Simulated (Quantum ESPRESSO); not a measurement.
# Hf4Zr2TaRu: one run as intended and one with a planted mistake

Simulated, not a measurement. The program is pw.x of Quantum ESPRESSO 7.5 (plane-wave density functional theory). The cell is made up: eight metal atoms on a hexagonal close-packed lattice, with elements, volume, strain and displacements drawn at random and not relaxed, so it may be unstable or far from any real phase. PseudoDojo standard norm-conserving files set the functional (PBE unless stated); there is no spin polarisation or spin-orbit coupling, the Fermi-Dirac width of 0.25 eV means electrons at about 2900 K, and the masses in the input are unused placeholders. Heavy elements are run without spin-orbit coupling, which real alloys of them have. A spin test at this wide smearing found no moment, but such smearing suppresses magnetism that the real alloy may have.

Intended input:

```
&control calculation='scf', pseudo_dir='./dojo.nc.sr.pbe.v0_5.standard.upf', outdir='./o', disk_io='minimal', tprnfor=.true., tstress=.true. /
&system ibrav=0, nat=8, ntyp=4, nbnd=69, ecutwfc=84.00895049, nosym=.true., tot_charge=0,
 occupations='smearing', smearing='fd', degauss=0.0183746611
/
&electrons conv_thr=1.470e-08, electron_maxstep=70, mixing_beta=0.5 /
ATOMIC_SPECIES
Hf 1.0 Hf.upf
Ru 1.0 Ru.upf
Ta 1.0 Ta.upf
Zr 1.0 Zr.upf
CELL_PARAMETERS angstrom
3.1777 0.0 0.0
1.5888 -2.7519 -5.0987
1.5888 8.2558 -5.0987
ATOMIC_POSITIONS angstrom
Hf 0.0261 -0.0285 0.0053
Hf 1.5906 2.72 -5.0696
Zr 1.6373 -0.829 -2.5135
Hf 3.1889 1.8073 -7.672
Ta 3.2062 5.4685 -5.1577
Ru 3.1719 0.0126 -5.1221
Zr 3.2139 1.8304 -2.5292
Hf 4.7545 4.5633 -7.6541
K_POINTS automatic
8 4 3 1 1 1
```

The log is shortened where brackets say so; the opening notice, blank lines, dates and the lines on written files are dropped, and the path of the files is cut. It prints rydbergs, bohrs and kilobars, and counts compression as positive stress. Its total energy is the free energy E - TS of the whole cell.

Log of the intended run:

```
     Program PWSCF v.7.5
     Parallel version (MPI & OpenMP), running on       4 processor cores
     Number of MPI processes:                 4
     Threads/MPI process:                     1
     [start-up lines left out]
     bravais-lattice index     =            0
     lattice parameter (alat)  =       6.0050  a.u.
     unit-cell volume          =    1203.5539 (a.u.)^3
     number of atoms/cell      =            8
     number of atomic types    =            4
     number of electrons       =       101.00
     number of Kohn-Sham states=           69
     kinetic-energy cutoff     =      84.0090  Ry
     charge density cutoff     =     336.0358  Ry
     scf convergence threshold =      1.5E-08
     mixing beta               =       0.5000
     number of iterations used =            8  plain     mixing
     Exchange-correlation= PBE
                           (   1   4   3   4   0   0   0)
     [axes and pseudopotential details left out]
   Cartesian axes
     site n.     atom                  positions (alat units)
         1        Hf     tau(   1) = (   0.0082135  -0.0089688   0.0016679  )
         2        Hf     tau(   2) = (   0.5005507   0.8559650  -1.5953677  )
         3        Zr     tau(   3) = (   0.5152469  -0.2608805  -0.7909809  )
         4        Hf     tau(   4) = (   1.0035246   0.5687447  -2.4143248  )
         5        Ta     tau(   5) = (   1.0089688   1.7208988  -1.6230922  )
         6        Ru     tau(   6) = (   0.9981748   0.0039651  -1.6118891  )
         7        Zr     tau(   7) = (   1.0113919   0.5760141  -0.7959216  )
         8        Hf     tau(   8) = (   1.4962079   1.4360386  -2.4086918  )
     number of k points=    48  Fermi-Dirac smearing, width (Ry)=  0.0184
                       cart. coord. in units 2pi/alat
        k(    1) = (   0.0625000   0.0120283  -0.0649211), wk =   0.0416667
        k(    2) = (   0.0625000  -0.1804248   0.0389508), wk =   0.0416667
     [further k points left out]
     Dense  grid:   125195 G-vectors     FFT dimensions: (  36,  72, 120)
     Estimated max dynamical RAM per process >     431.32 MB
     Estimated total dynamical RAM >       1.60 GB
     Initial potential from superposition of free atoms
     starting charge     100.9862, renormalised to     101.0000
     Starting wfcs are   80 randomized atomic wfcs
     total cpu time spent up to now is        6.6 secs
     per-process dynamical memory:   338.1 Mb
     Self-consistent Calculation
     iteration #  1     ecut=    84.01 Ry     beta= 0.50
     Davidson diagonalization with overlap
     ethr =  1.00E-02,  avg # of iterations =  2.6
     total cpu time spent up to now is       19.7 secs
     total energy              =    -985.11070296 Ry
     estimated scf accuracy    <       1.72312988 Ry
     iteration #  2     ecut=    84.01 Ry     beta= 0.50
     Davidson diagonalization with overlap
     ethr =  1.71E-03,  avg # of iterations =  5.2
     total cpu time spent up to now is       35.3 secs
     total energy              =    -984.90829519 Ry
     estimated scf accuracy    <      19.77539663 Ry
     [iterations 3 to 18 left out]
     iteration # 19     ecut=    84.01 Ry     beta= 0.50
     Davidson diagonalization with overlap
     ethr =  3.63E-11,  avg # of iterations =  5.0
     total cpu time spent up to now is      245.9 secs
     total energy              =    -986.16247011 Ry
     estimated scf accuracy    <       0.00000002 Ry
     iteration # 20     ecut=    84.01 Ry     beta= 0.50
     Davidson diagonalization with overlap
     ethr =  1.68E-11,  avg # of iterations =  2.0
     total cpu time spent up to now is      257.5 secs
     End of self-consistent calculation
     [lines on levels left out]
!    total energy              =    -986.16247011 Ry
     estimated scf accuracy    <          8.9E-10 Ry
     smearing contrib. (-TS)   =      -0.15862871 Ry
     internal energy E=F+TS    =    -986.00384140 Ry
     The total energy is F=E-TS. E is the sum of the following terms:
     one-electron contribution =    -222.82814904 Ry
     hartree contribution      =     148.15216822 Ry
     xc contribution           =    -217.34464500 Ry
     ewald contribution        =    -693.98321558 Ry
     convergence has been achieved in  20 iterations
     Forces acting on atoms (cartesian axes, Ry/au):
     atom    1 type  1   force =    -0.00118576    0.01541569    0.00809776
     atom    2 type  1   force =     0.00315182   -0.03251250   -0.01330945
     atom    3 type  4   force =    -0.00196429   -0.01613439   -0.04446151
     atom    4 type  1   force =     0.00016508    0.00235092   -0.00193233
     atom    5 type  3   force =    -0.00190683    0.00543508    0.01342810
     atom    6 type  2   force =    -0.00009351    0.01438984   -0.00173292
     atom    7 type  4   force =    -0.00200269    0.01384341    0.02970805
     atom    8 type  1   force =     0.00383616   -0.00278804    0.01020231
     Total force =     0.073671     Total SCF correction =     0.000122
     Computing stress (Cartesian axis) and pressure
          total   stress  (Ry/bohr**3)                   (kbar)     P=      -65.40
  -0.00031194   0.00000325   0.00000074          -45.89        0.48        0.11
   0.00000325  -0.00062596  -0.00000401            0.48      -92.08       -0.59
   0.00000074  -0.00000401  -0.00039577            0.11       -0.59      -58.22
     init_run     :      6.28s CPU      6.47s WALL (       1 calls)
     electrons    :    245.29s CPU    250.95s WALL (       1 calls)
     forces       :      2.59s CPU      2.65s WALL (       1 calls)
     stress       :      8.85s CPU      9.10s WALL (       1 calls)
     [timing details left out]
     PWSCF        :   4m23.14s CPU   4m29.36s WALL
     JOB DONE.
```

A second run has one planted mistake: the cell and the positions are scaled by a wrong factor. The input lines that differ:

```
- 3.1777 0.0 0.0
- 1.5888 -2.7519 -5.0987
- 1.5888 8.2558 -5.0987
+ 3.1529 0.0 0.0
+ 1.5764 -2.7304 -5.0589
+ 1.5764 8.1914 -5.0589
- Hf 0.0261 -0.0285 0.0053
- Hf 1.5906 2.72 -5.0696
- Zr 1.6373 -0.829 -2.5135
- Hf 3.1889 1.8073 -7.672
- Ta 3.2062 5.4685 -5.1577
- Ru 3.1719 0.0126 -5.1221
- Zr 3.2139 1.8304 -2.5292
- Hf 4.7545 4.5633 -7.6541
+ Hf 0.0259 -0.0283 0.0053
+ Hf 1.5782 2.6988 -5.0301
+ Zr 1.6245 -0.8225 -2.4939
+ Hf 3.164 1.7932 -7.6122
+ Ta 3.1812 5.4258 -5.1175
+ Ru 3.1472 0.0125 -5.0821
+ Zr 3.1888 1.8161 -2.5095
+ Hf 4.7174 4.5277 -7.5944
```

Its log:

```
     Program PWSCF v.7.5
     Parallel version (MPI & OpenMP), running on       4 processor cores
     Number of MPI processes:                 4
     Threads/MPI process:                     1
     [start-up lines left out]
     bravais-lattice index     =            0
     lattice parameter (alat)  =       5.9581  a.u.
     unit-cell volume          =    1175.5933 (a.u.)^3
     number of atoms/cell      =            8
     number of atomic types    =            4
     number of electrons       =       101.00
     number of Kohn-Sham states=           69
     kinetic-energy cutoff     =      84.0090  Ry
     charge density cutoff     =     336.0358  Ry
     scf convergence threshold =      1.5E-08
     mixing beta               =       0.5000
     number of iterations used =            8  plain     mixing
     Exchange-correlation= PBE
                           (   1   4   3   4   0   0   0)
     [axes and pseudopotential details left out]
   Cartesian axes
     site n.     atom                  positions (alat units)
         1        Hf     tau(   1) = (   0.0082147  -0.0089759   0.0016810  )
         2        Hf     tau(   2) = (   0.5005550   0.8559739  -1.5953884  )
         3        Zr     tau(   3) = (   0.5152399  -0.2608709  -0.7909861  )
         4        Hf     tau(   4) = (   1.0035206   0.5687462  -2.4143487  )
         5        Ta     tau(   5) = (   1.0089759   1.7208919  -1.6231089  )
         6        Ru     tau(   6) = (   0.9981921   0.0039646  -1.6118811  )
         7        Zr     tau(   7) = (   1.0113863   0.5760094  -0.7959339  )
         8        Hf     tau(   8) = (   1.4962098   1.4360430  -2.4087031  )
     number of k points=    48  Fermi-Dirac smearing, width (Ry)=  0.0184
                       cart. coord. in units 2pi/alat
        k(    1) = (   0.0625000   0.0120283  -0.0649212), wk =   0.0416667
        k(    2) = (   0.0625000  -0.1804247   0.0389500), wk =   0.0416667
     [further k points left out]
     Dense  grid:   122351 G-vectors     FFT dimensions: (  36,  72, 108)
     Estimated max dynamical RAM per process >     420.03 MB
     Estimated total dynamical RAM >       1.55 GB
     Initial potential from superposition of free atoms
     starting charge     100.9862, renormalised to     101.0000
     Starting wfcs are   80 randomized atomic wfcs
     total cpu time spent up to now is        5.9 secs
     per-process dynamical memory:   328.3 Mb
     Self-consistent Calculation
     iteration #  1     ecut=    84.01 Ry     beta= 0.50
     Davidson diagonalization with overlap
     ethr =  1.00E-02,  avg # of iterations =  2.6
     total cpu time spent up to now is       18.3 secs
     total energy              =    -985.07256253 Ry
     estimated scf accuracy    <       1.79437883 Ry
     iteration #  2     ecut=    84.01 Ry     beta= 0.50
     Davidson diagonalization with overlap
     ethr =  1.78E-03,  avg # of iterations =  4.8
     total cpu time spent up to now is       32.7 secs
     total energy              =    -984.87924674 Ry
     estimated scf accuracy    <      20.23855449 Ry
     [iterations 3 to 18 left out]
     iteration # 19     ecut=    84.01 Ry     beta= 0.50
     Davidson diagonalization with overlap
     ethr =  2.61E-11,  avg # of iterations =  5.0
     total cpu time spent up to now is      229.8 secs
     total energy              =    -986.17272849 Ry
     estimated scf accuracy    <       0.00000002 Ry
     iteration # 20     ecut=    84.01 Ry     beta= 0.50
     Davidson diagonalization with overlap
     ethr =  1.87E-11,  avg # of iterations =  1.9
     total cpu time spent up to now is      240.6 secs
     End of self-consistent calculation
     [lines on levels left out]
!    total energy              =    -986.17272850 Ry
     estimated scf accuracy    <          5.1E-10 Ry
     smearing contrib. (-TS)   =      -0.15447755 Ry
     internal energy E=F+TS    =    -986.01825095 Ry
     The total energy is F=E-TS. E is the sum of the following terms:
     one-electron contribution =    -214.93280916 Ry
     hartree contribution      =     145.87496736 Ry
     xc contribution           =    -217.51773302 Ry
     ewald contribution        =    -699.44267613 Ry
     convergence has been achieved in  20 iterations
     Forces acting on atoms (cartesian axes, Ry/au):
     atom    1 type  1   force =    -0.00127482    0.01737291    0.00928418
     atom    2 type  1   force =     0.00325861   -0.03468089   -0.01419057
     atom    3 type  4   force =    -0.00208931   -0.01660137   -0.04749133
     atom    4 type  1   force =     0.00021399    0.00244530   -0.00103742
     atom    5 type  3   force =    -0.00204588    0.00554027    0.01432821
     atom    6 type  2   force =     0.00005643    0.01426945   -0.00138025
     atom    7 type  4   force =    -0.00210649    0.01423880    0.03078080
     atom    8 type  1   force =     0.00398748   -0.00258446    0.00970637
     Total force =     0.077872     Total SCF correction =     0.000093
     Computing stress (Cartesian axis) and pressure
          total   stress  (Ry/bohr**3)                   (kbar)     P=      -42.34
  -0.00015009   0.00000353   0.00000076          -22.08        0.52        0.11
   0.00000353  -0.00048144  -0.00000484            0.52      -70.82       -0.71
   0.00000076  -0.00000484  -0.00023202            0.11       -0.71      -34.13
     init_run     :      5.62s CPU      5.86s WALL (       1 calls)
     electrons    :    229.42s CPU    234.73s WALL (       1 calls)
     forces       :      2.46s CPU      2.49s WALL (       1 calls)
     stress       :      8.64s CPU      8.84s WALL (       1 calls)
     [timing details left out]
     PWSCF        :   4m 6.24s CPU   4m12.08s WALL
     JOB DONE.
```

|  | intended run | run with the mistake |
| --- | --- | --- |
| free energy (eV) | -13417.424 | -13417.564 |
| entropy term -TS, part of it (eV) | -2.158 | -2.102 |
| pressure (GPa) | -6.54 | -4.23 |
| size of the largest force component (eV/Å) | 1.143 | 1.221 |
| largest change of a force component (eV/Å) |  | 0.078 |
| iterations | 20 | 20 |

For scale, a rerun of the intended cell at a higher cutoff and on a denser mesh moved values by no more than 0.002 eV in energy, 0.03 GPa in stress and 0.003 eV/Å in force, and a second program with other atomic files agreed on that cell to 2 % rms in force and 0.5 GPa in pressure.